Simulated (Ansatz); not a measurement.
CaClF in space group P4/nmm (No. 129; Ca on 2c, Cl on 2c, F on 2a), DFT-r²SCAN in the program Ansatz with PAW potentials. The conduction-band minimum lies at Γ, with 1 equivalent valley. Second derivatives d²E/dk² of the lowest band at one valley (eV·Å²), along Cartesian directions:

```
direction  d²E/dk²
---------  -------
[100]        14.03
[010]        14.03
[001]        7.121
[110]        14.03
[101]        10.58
[011]        10.58
```

Q: Find the principal effective masses, the density-of-states mass and the conductivity mass.

A: Off-diagonal terms follow from H_xy = H[110] − (H_xx + H_yy)/2, and m*/mₑ = 7.620 eV·Å² over each eigenvalue: 0.54, 0.54, 1.1. One valley's DOS mass (m₁m₂m₃)^(1/3) = 0.68, conductivity mass 3/(Σ 1/mᵢ) = 0.65 mₑ.

Q: What effective density of states Nc follows at 300 K for parabolic valleys?

A: Nc = 2.509e19 × 1 × (0.68)^(3/2) ≈ 1.4e19 cm⁻³.

The first step of the workflow began from a Materials Project structure, measured or hypothetical; the Crystallography Open Database files this formula in space group No. 129, but the cells were not matched. Whether it is the stable phase at ambient conditions was not checked. Symmetry was held in the r²SCAN relaxation; its stability against distortions is not shown here.

Potentials: the later of the program's two PAW sets.

Edges and masses are those of Kohn–Sham bands, whose gap is no quasiparticle gap.
